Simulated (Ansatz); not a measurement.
In₂O₃:
```xyz
10
Lattice="5.0405 3.3045 0.0000 -5.0405 3.3045 0.0000 -2.5465 0.0000 5.2951" Properties=species:S:1:pos:R:3 pbc="T T T"
In     1.3925     2.6258     0.5047
In     0.1193     3.9833     3.1523
In    -2.6658     2.6258     2.1428
In    -3.9391     3.9833     4.7904
O      0.6621     2.6794     4.6499
O      1.9353     3.9297     2.0023
O     -0.6366     3.0369     1.3238
O     -1.9099     3.5722     3.9713
O     -4.4818     2.6794     3.2928
O     -3.2086     3.9297     0.6452
```

Relaxed with r²SCAN. Special points in fractions of this cell's reciprocal vectors: Γ (0.000, 0.000, 0.000); C (0.382, 0.382, 0.000); C2 (-0.382, 0.618, 0.000); Y2 (-0.500, 0.500, 0.000); M2 (-0.500, 0.500, 0.500); D (-0.284, 0.716, 0.500); D2 (0.284, 0.284, 0.500); A (0.000, 0.000, 0.500); L2 (0.000, 0.500, 0.500); V2 (0.000, 0.500, 0.000).

**Question.** List the band energies nearest the valence-band maximum at these points for the program Ansatz at the r²SCAN level (PAW).

**Answer.** In eV from the valence-band maximum; about four levels below and three above (degenerate sets whole), none deeper than 8.9 eV; points with the same levels are listed once.

| k | below | above |
|---|---|---|
| Γ | -0.37 -0.13 -0.04 -0.02 | 1.74 5.55 7.57 |
| C | -0.57 -0.25 -0.22 -0.17 | 4.52 4.60 6.05 |
| Y2 | -0.62 -0.16 -0.15 -0.09 | 4.27 4.83 6.48 |
| M2 | -0.51 -0.51 -0.30 -0.30 | 4.86 4.86 6.87 6.87 |
| D | -0.54 -0.54 -0.21 -0.21 | 5.10 5.10 5.91 5.91 |
| A | -0.37 -0.37 -0.19 -0.19 | 4.18 4.18 6.84 6.84 |
| L2 | -0.64 -0.40 -0.17 -0.13 | 4.70 5.28 5.80 |
| V2 | -0.52 -0.31 -0.27 -0.25 | 3.59 5.04 6.37 |

Space group C2/c. The start of the workflow was typed in or built on a structure type; neither database checked (COD, Materials Project) lists it. It is not the phase usual at ambient conditions (space group No. 206). The cell was relaxed with r²SCAN under the symmetry of its start; whether a distortion lowers the energy is not shown. Spin–orbit coupling is left out wherever it is not named.

Potentials: the earlier of the program's two PAW sets. The files were generated under PBE; for other functionals the program regenerates the frozen cores, and for LDA and PBEsol the local potential too.
